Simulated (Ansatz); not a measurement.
BC5 in space group P3m1 (No. 156; Pearson symbol hP6) at seven volumes, PBEsol in the plane-wave PAW code Ansatz, shape and atoms relaxed at each. One row is withheld.

```
V (Å³/atom)  P (GPa)
-----------  -------
5.382          43.67
5.560          27.01
5.737          12.56
5.915           0.00
6.092              ?
6.269         -20.39
6.447         -28.62
```

Task: Fit the shown pressures and predict the withheld one.

Result: Third-order Birch–Murnaghan: P = (3/2)B₀(x^(7/2) − x^(5/2))[1 + (3/4)(B′ − 4)(x − 1)] with x = (V₀/V)^(2/3). Least squares on the six rows gives V₀ = 5.915 Å³/atom, B₀ = 389.5 GPa, B′ = 3.66. At V = 6.092, x = 0.9805 and P = -10.88 GPa. The run itself gave -10.91 GPa.

The start of the workflow was typed in or built on a structure type; the Crystallography Open Database copy checked does not list it. Whether it is the stable phase at ambient conditions was not checked. The cell was relaxed with PBEsol under the symmetry of its start; whether a distortion lowers the energy is not shown. Its formation energy is positive at this level, so the cell may be metastable or incomplete.

Potentials: the later of the program's two PAW sets.
